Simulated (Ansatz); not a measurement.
Start of a relaxation of ScS₄:

```cif
data_structure
_symmetry_space_group_name_H-M 'P 1'
_symmetry_Int_Tables_number 1
_cell_length_a 5.4872
_cell_length_b 5.4872
_cell_length_c 3.3981
_cell_angle_alpha 90.000
_cell_angle_beta 90.000
_cell_angle_gamma 92.798
_cell_volume 102.19
loop_
_atom_site_label
_atom_site_type_symbol
_atom_site_fract_x
_atom_site_fract_y
_atom_site_fract_z
_atom_site_occupancy
Sc1 Sc 0.00000 0.00000 0.00000 1
S1 S 0.81060 0.18940 0.50000 1
S2 S 0.18940 0.81060 0.50000 1
S3 S 0.28520 0.28520 0.00000 1
S4 S 0.71480 0.71480 0.00000 1
```

These are results of Ansatz, DFT PBE, scalar-relativistic, plane waves, PAW, not measurements. Cutoff 420 eV, Gaussian smearing, Γ-centred meshes. Cell and atoms relax first on a coarse mesh and then on a finer one. In between, the cell is made exact in the group found at 0.06 Å. In metals the finer mesh still leaves noise of several meV/atom or more. The steps can't lower the symmetry of their start. No spin polarisation in the relaxation; trial moments died out in a coarse test.

A guess keeps its type if space group and coordination stay and the shape of the cell changes little (axis ratios within about 15 %, angles within 6°); the volume may change.

Question: Does this structure survive the relaxation?

Answer: It doesn't keep its type. The symmetry stays Cmmm (No. 65). The volume per atom shrinks by 3.8 %, from 20.4 to 19.7 Å³. The shortest distance goes from 2.16 Å (Sc–S) to 2.54 Å (Sc–S). Counting neighbours within 15 % of an atom's shortest distance, the start has S 1/2, Sc 6 and the end S 5/6, Sc 6. In detail, at the end Sc is surrounded by 6 S at 2.54–2.58 Å; S on a site of symmetry 2mm is surrounded by 2 Sc at 2.58 Å, 4 S at 2.80 Å and 1 S at 3.13 Å; S on a site of symmetry m2m has 1 Sc at 2.54 Å and 5 S at 2.80–2.92 Å.

```
CELL_PARAMETERS angstrom
3.41002 -3.99615 0.00000
3.41002 3.99615 0.00000
0.00000 0.00000 3.60734
ATOMIC_POSITIONS crystal
Sc 0.00000 0.00000 0.00000
S 0.72930 0.72930 0.50000
S 0.27070 0.27070 0.50000
S 0.68258 0.31742 0.00000
S 0.31742 0.68258 0.00000
```

The zero of energy is the elements' standard structures at the same level; no fitted shifts are applied.

Question: At what energy does it end?

Answer: 0.00 eV/atom. The formation energy is too near zero to say whether this cell lies below the elements.

The last run used an 8×8×10 mesh (in the run's order of axes) for its 5-atom cell and Gaussian smearing of 0.10 eV. The k mesh leaves some 4 meV/atom of noise in the energy of each metallic cell. Weakly bound directions are ill-defined at this level, which has no dispersion term. An odd number of electrons in the primitive cell allows no gap without spin; a larger cell or a magnetic state could open one. The reference form of S is held partly by dispersion forces, which this level lacks. Symmetry constrained the relaxation, so the result can be a saddle point. Another cell of ScS4 relaxed alike, in I4/mmm, lies 0.46 eV/atom lower, so this cell isn't the stable form at this level.

In counts of neighbours, a slash parts the counts of unlike sites.
